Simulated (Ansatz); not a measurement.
Input:

CoMo:
```
CELL_PARAMETERS angstrom
      2.61260     0.00000     0.00000
      0.00000     2.61260     0.00000
      0.00000     0.00000     3.65840
ATOMIC_POSITIONS crystal
  Co 0.00000 0.00000 0.00000
  Mo 0.50000 0.50000 0.50000
```

This is the PBEsol-relaxed structure.

Q: All from PBEsol (plane waves, PAW; program Ansatz), unless another level is named. Predict the formation energy from the elements (no fitted shifts).

A: -0.008 eV/atom.

Q: Predict the density of states at the Fermi level.

A: 0.57 states/eV per atom (mean over ±0.08 eV).

Space group P4/mmm (L1₀ or tetragonal B2). The start of the workflow was typed in or built on a structure type; neither database checked (COD, Materials Project) lists it. Its standing as an ambient phase is unchecked. The cell was relaxed with PBEsol under the symmetry of its start; whether a distortion lowers the energy is not shown. The workflow began spin-polarised and lost its moments. The references are the lowest solids computed at this level, not always the standard phases. Spin–orbit coupling is left out wherever it is not named.

Potentials: the later of the program's two PAW sets.
